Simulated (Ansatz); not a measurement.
Data:

CuO:
```
CuO
1.0
    2.04811     2.04562     0.00000
   -2.04811     2.04562     0.00000
   -0.00275     0.00000     5.09279
Cu O
2 2
Direct
  0.50000   0.00000   0.50000
  0.00000   0.50000   0.00000
  0.99985   0.99985   0.25000
  0.00015   0.00015   0.75000
```

This is the PBEsol-relaxed structure.

Task: All from PBEsol (plane waves, PAW; program Ansatz), unless another level is named. Give the electronic character.

Result: metallic (no gap).

Task: What about the formation energy from the elements (no fitted shifts)?

Result: -0.57 eV/atom.

Task: Give the density of states at the Fermi level.

Result: 0.55 states/eV per atom (mean over ±0.08 eV).

Space group P4_2/mmc. The start of the workflow was typed in or built on a structure type; neither database checked (COD, Materials Project) lists it. It is not the phase usual at ambient conditions (space group No. 15). The PBEsol relaxation kept the symmetry of its start; whether a distortion lowers the energy is not shown. The workflow began spin-polarised and lost its moments. No Hubbard U is applied. The compound may be a true metal, but semilocal functionals without U, or a wrong spin order, can also close a gap. The references are the lowest solids computed at this level, not always the standard phases (solids in place of the gases).

Potentials: the earlier of the program's two PAW sets. The files were generated under PBE; for other functionals the program regenerates the frozen cores, and for LDA and PBEsol the local potential too.
